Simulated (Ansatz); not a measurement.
LiNbSe2:
```
LiNbSe2
1.0
    3.52402     0.00000     0.00000
   -1.76201     3.05189     0.00000
    0.00000     0.00000    13.55653
Li Nb Se
2 2 4
Direct
  0.00000   0.00000   0.00000
  0.00000   0.00000   0.50000
  0.00000   0.00000   0.25000
  0.00000   0.00000   0.75000
  0.33333   0.66667   0.12770
  0.66667   0.33333   0.87230
  0.66667   0.33333   0.62770
  0.33333   0.66667   0.37230
```

Relaxed with r²SCAN. Special points in fractions of this cell's reciprocal vectors: Γ (0.000, 0.000, 0.000); M (0.500, 0.000, 0.000); K (0.333, 0.333, 0.000); A (0.000, 0.000, 0.500); L (0.500, 0.000, 0.500); H (0.333, 0.333, 0.500).

**Question.** List the band energies nearest the valence-band maximum at these points for the program Ansatz at the r²SCAN with spin–orbit coupling level (PAW).

**Answer.** In eV from the valence-band maximum; about four levels below and three above (degenerate sets whole), none deeper than 8.9 eV; points with the same levels are listed once.

| k | below | above |
|---|---|---|
| Γ | -0.90 -0.90 0.00 0.00 | 1.68 1.68 1.77 1.77 |
| M | -1.52 -1.52 -1.18 -1.18 | 1.73 1.73 1.80 1.80 |
| K | -0.46 -0.46 -0.33 -0.33 | 1.03 1.03 1.05 1.05 |
| A | -0.30 -0.30 -0.30 -0.30 | 1.71 1.71 1.71 1.71 |
| L | -1.29 -1.29 -1.29 -1.29 | 1.76 1.76 1.76 1.76 |
| H | -0.44 -0.44 -0.31 -0.31 | 1.03 1.03 1.05 1.05 |

Space group P6_3/mmc. The first step of the workflow began from a Materials Project structure, measured or hypothetical; the Crystallography Open Database copy checked does not list it. Its standing as an ambient phase is unchecked. Symmetry was held in the r²SCAN relaxation; whether a distortion lowers the energy is not shown. No spin polarisation was allowed.

Potentials: the later of the program's two PAW sets.
